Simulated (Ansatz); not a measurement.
Input:

Hf (diamond, Fd-3m), a = 6.539 Å, b = 6.539 Å, c = 6.539 Å, α = 90.00°, β = 90.00°, γ = 90.00°; the cell used has 2 atoms.

This is the PBE-relaxed structure.

Problem. All from plane-wave PAW PBE (Ansatz code), unless another level is named. Estimate the density of states at the Fermi level.

Solution. 2.6 states/eV per atom (mean over ±0.08 eV).

Problem. What about the gap with spin–orbit coupling?

Solution. none (metallic).

The start of the workflow was typed in or built on a structure type; neither database checked (COD, Materials Project) lists it. It is not the phase usual at ambient conditions (space group No. 194). The PBE relaxation kept the symmetry of its start; whether a distortion lowers the energy is not shown. The run is not spin-polarised. Scalar-relativistic: spin–orbit coupling is off unless named, which matters more the heavier the elements.

Potentials: the later of the program's two PAW sets.
